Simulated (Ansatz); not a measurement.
With plane-wave PAW PBE (Ansatz code), CoPtW in the trigonal phase (P3m1; Co on 1a, Pt on 1b, W on 1c) relaxes to a = 2.750 Å, c = 6.553 Å. Co has 12 nearest neighbours from 2.59 Å (cuboctahedral); Pt has 12 nearest neighbours from 2.70 Å (cuboctahedral); W has 12 nearest neighbours from 2.59 Å (cuboctahedral). Against the elements it lies at 71 meV/atom, with no fitted shifts.

Electronic character: metallic (no gap). The magnetic state found is ferromagnetic. The net moment is 0.30 μB per atom.

The start of the workflow was typed in or built on a structure type; neither database checked (COD, Materials Project) lists it. Whether it is the stable phase at ambient conditions was not checked. The cell was relaxed with PBE under the symmetry of its start; its stability against distortions is not shown here. Spin order of the final state: ferromagnetic, the only order run, not a proven ground state. Axis ratios of metals converge slowly with the k-mesh, so a and c are less sure than the volume. The references are the lowest solids computed at this level, not always the standard phases. Scalar-relativistic: spin–orbit coupling is off unless named, which matters more the heavier the elements.

Potentials: the earlier of the program's two PAW sets.
